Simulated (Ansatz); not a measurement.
Relaxed-ion elastic tensor of HfB2 in space group P6/mmm (No. 191; Hf on 1a, B on 2d) in GPa (Voigt order), LDA (plane waves, PAW; program Ansatz); density 11.64 g/cm³, 9.51 Å³ per atom.

```
      1     2    3    4    5    6
-  ----  ----  ---  ---  ---  ---
1   647  70.1  139  0.0  0.0  0.0
2  70.1   647  139  0.0  0.0  0.0
3   139   139  489  0.0  0.0  0.0
4   0.0   0.0  0.0  288  0.0  0.0
5   0.0   0.0  0.0  0.0  288  0.0
6   0.0   0.0  0.0  0.0  0.0  288
```

Task: Is the crystal mechanically stable?

Result: Yes: the smallest eigenvalue of C is 288 GPa.

Task: Work out the Voigt, Reuss and Hill averages.

Result: K_V = 275, K_R = 274, K_H = 274; G_V = 269, G_R = 261, G_H = 265 GPa.

Task: Give Young's modulus, Poisson's ratio, Pugh's ratio and the universal anisotropy index.

Result: E = 9KG/(3K + G) = 601 GPa; ν = 0.14; K/G = 1.04 (brittle by the Pugh limit of 1.75); A_U = 5G_V/G_R + K_V/K_R − 6 = 0.15.

Task: Estimate the sound speeds and the Debye temperature.

Result: v_l = √((K + 4G/3)/ρ) = 7340 m/s, v_t = √(G/ρ) = 4770 m/s, mean 5230 m/s; Θ = (h/k)(3n/4πV)^(1/3) v_m = 735 K.

Task: How much does each axis shrink under pressure?

Result: Linear compressibilities β_i = Σ_j S_ij (j = 1 to 3): x 1.1, y 1.1, z 1.4 per TPa.

The LDA relaxation kept the symmetry of its start; of distortions, only those at the zone centre were tested. The run is not spin-polarised. As this level gives no gap, shear constants depend on the k-mesh and smearing (Fermi–Dirac, 0.1 eV here). Scalar-relativistic: spin–orbit coupling is off unless named, which matters more the heavier the elements.

Potentials: the later of the program's two PAW sets.
